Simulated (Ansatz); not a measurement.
The relaxed structure here is a generated cell of Ir: the first start was made by placing the elements on the sites of a structure type, and the end was not matched to a known phase here, so it may be hypothetical. Known forms of Ir include space group No. 225.

One starting cell of Ir (a generated cell, Ir placed in the AFLOW prototype A_oF8_70_a) was relaxed twice with Ansatz (plane waves, PAW, scalar-relativistic): with r2SCAN at 500 eV and with PBE at 420 eV. The r2SCAN result:

```xyz
2
Lattice="0.0000 2.3253 4.5468 1.3743 0.0000 4.5468 1.3743 2.3253 0.0000" Properties=species:S:1:pos:R:3 pbc="T T T"
Ir     0.6872     1.1626     2.2734
Ir     0.0000     0.0000     0.0000
```

| quantity | r2SCAN | PBE |
|---|---|---|
| space group | Fddd | Fddd |
| volume (Å³/atom) | 14.53 | [?] |
| a (Å) | 2.749 | [?] |
| b (Å) | 4.651 | [?] |
| c (Å) | 9.094 | [?] |
| gap (eV, no spin-orbit coupling) | 0.00 | [?] |

Problem. What does PBE give for the same quantities?

Solution. 
- volume (Å³/atom), PBE: 14.83
- a (Å), PBE: 2.768
- b (Å), PBE: 4.682
- c (Å), PBE: 9.156
- gap (eV, no spin-orbit coupling), PBE: 0.00

Both levels end in the same structure; PBE's volume is 2.1 % larger. Neither column is exact.

No spin polarisation in the result.

The run could not lose the symmetry of its start: the end is stationary, and may be a saddle point rather than a minimum.

All atoms sit on sites fixed by symmetry, so only the cell could relax.

Ansatz is a program for electronic structure.
